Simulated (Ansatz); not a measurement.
What internal relaxation does to the elastic constants of Co₃Ge₂

All numbers below come from Ansatz, DFT LDA, scalar-relativistic, plane waves, PAW. Plane waves to 420 eV; Γ-centred k mesh 12×12×8; Gaussian smearing of 0.20 eV. Collinear spin, site moments 0.5, 0.5, 0.2, 0.0, 0.0 μB.

Equilibrium structure at this level:
```xyz
5
Lattice="3.8205 0.0000 0.0000 -1.9103 3.3087 0.0000 0.0000 0.0000 4.7720" Properties=species:S:1:pos:R:3 pbc="T T T"
Co    1.9103    1.1029    1.1661
Co    1.9103    1.1029    3.6059
Co    0.0000    0.0000    2.3860
Ge    0.0000    0.0000    0.0000
Ge    0.0000    2.2058    2.3860
```

In a metal, frequencies and elastic constants depend on the k mesh and the smearing, soft modes and shear constants most.

Clamped-ion constants (GPa, Voigt order; atoms follow the strain homogeneously):
```
353.0 141.3 123.8   0.0   0.0   0.0
141.3 353.0 123.8   0.0   0.0   0.0
123.8 123.8 389.4   0.0   0.0   0.0
  0.0   0.0   0.0  80.2   0.0   0.0
  0.0   0.0   0.0   0.0  80.2   0.0
  0.0   0.0   0.0   0.0   0.0 105.8
```

What are the constants once the atoms relax in each strained cell?

Results:

```
313.4 180.2 124.2   0.0   0.0   0.0
180.2 313.4 124.2   0.0   0.0   0.0
124.2 124.2 388.9   0.0   0.0   0.0
  0.0   0.0   0.0  70.3   0.0   0.0
  0.0   0.0   0.0   0.0  70.3   0.0
  0.0   0.0   0.0   0.0   0.0  66.6
```
The Voigt shear modulus goes from 100.3 to 80.6 GPa and the Voigt bulk modulus doesn't change. Relaxation subtracts ΛᵀK⁻¹Λ/V, with Λ the forces that a strain puts on the atoms and K the zone-centre force constants. At a stable cell this can only lower the diagonal constants, and it acts only for strains that share their symmetry with an optical mode; elsewhere, and where the coupling is weak, the constants hardly move.

Cost: 2 runs of about 77 core-minutes in all, on Intel Xeon Processor @ 2.70GHz, Oxide Virtual Turin-like Processor (Zen 5) (shared hosts).